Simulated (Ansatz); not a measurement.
All-electron card of LaTl

```xyz
2
Lattice="3.9360 0.0000 0.0000 0.0000 3.9360 0.0000 0.0000 0.0000 3.9360" Properties=species:S:1:pos:R:3 pbc="T T T"
La    0.0000    0.0000    0.0000
Tl    1.9680    1.9680    1.9680
```

Atom numbers follow the list: La1, Tl2.

Conventional cell: a = 3.936 Å, b = 3.936 Å, c = 3.936 Å, α = 90.00°, β = 90.00°, γ = 90.00°. La (atom 1) is surrounded by 8 Tl at 3.41 Å. Around Tl (atom 2) lie 8 La at 3.41 Å.

The cell is COD entry 1523872, as deposited and not checked against the literature; nothing was relaxed.

No spin–orbit coupling, which matters for the heavy atoms here.

Levels of theory: DFT, PBEsol, all-electron LAPW, scalar-relativistic (Ansatz 0.2.0); DFT, PBEsol, PAW with Ansatz's default frozen-core files, scalar-relativistic (Ansatz 0.2.0).

For LAPW: a Γ-centred 10×10×10 k mesh, Fermi–Dirac smearing of 0.05 eV, basis error target 0.25 meV/atom, no spin polarisation. PAW takes a cutoff of 420 eV at this cell (files made with PBE, cores remade for this functional). The Ansatz runs share mesh, smearing and spin set-up. Values come from LAPW unless marked.

| Item | Value |
| --- | --- |
| Pressure at this cell | -0.64 GPa |
| Band gap | none: bands cross the Fermi level, a metal |
| Density of states at the Fermi level (0.2 eV bin) | 1.50 states/eV per cell |
| Löwdin charges (with 0.02 e of the cell spilling out of the atomic basis, so their sizes and signs hang on that basis) | La1 0.40, Tl2 -0.38 e |
| Bader charges (from the PAW run) | La1 +1.08, Tl2 -1.08 e |
| Volume per atom | 205.7 bohr³ |
